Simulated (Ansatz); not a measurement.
SiSnGeC:
```
CELL_PARAMETERS angstrom
      1.88469     1.08812     6.18612
     -1.88469     1.08812     6.18612
      0.00000    -2.17625     6.18612
ATOMIC_POSITIONS crystal
  C  0.00890 0.00890 0.00890
  Si 0.11114 0.11114 0.11114
  Ge 0.49325 0.49325 0.49325
  Sn 0.63671 0.63671 0.63671
```

Relaxed with PBE. Special points in fractions of this cell's reciprocal vectors: Γ (0.000, 0.000, 0.000); T (0.500, 0.500, 0.500); H2 (0.813, 0.187, 0.500); H0 (0.500, -0.187, 0.187); L (0.500, 0.000, 0.000); S0 (0.344, -0.344, 0.000); S2 (0.656, 0.000, 0.344); F (0.500, 0.000, 0.500).

Question: List the band energies nearest the Fermi level at these points for the program Ansatz at the PBE level (PAW).

Answer: In eV from the Fermi level; about four levels below and three above (degenerate sets whole), none deeper than 8.9 eV; points with the same levels are listed once.

```csv
k,below,above
Γ,-2.27 -2.27 -1.27 -0.58,0.11 0.11 2.33
T,-2.18 -2.18 -0.22 -0.22,0.43 2.26 3.68 3.68
H2,-4.99 -4.37 -3.52 -2.27,1.57 1.95 3.64
L,-4.51 -3.94 -3.48 -1.90,1.02 2.21 3.36
S0,-5.10 -4.30 -3.62 -2.32,1.38 2.82 3.29
F,-3.76 -3.72 -1.59 -1.37,0.28 0.63 1.35
```

Space group R3m. The start of the workflow was typed in or built on a structure type; neither database checked (COD, Materials Project) lists it. Its standing as an ambient phase is unchecked. Symmetry was held in the PBE relaxation; whether a distortion lowers the energy is not shown. The volume moved by 26 % from the start of the relaxation. Its formation energy is positive at this level, so the cell may be metastable or incomplete. Scalar-relativistic: spin–orbit coupling is off unless named, which matters more the heavier the elements.

Potentials: the later of the program's two PAW sets.
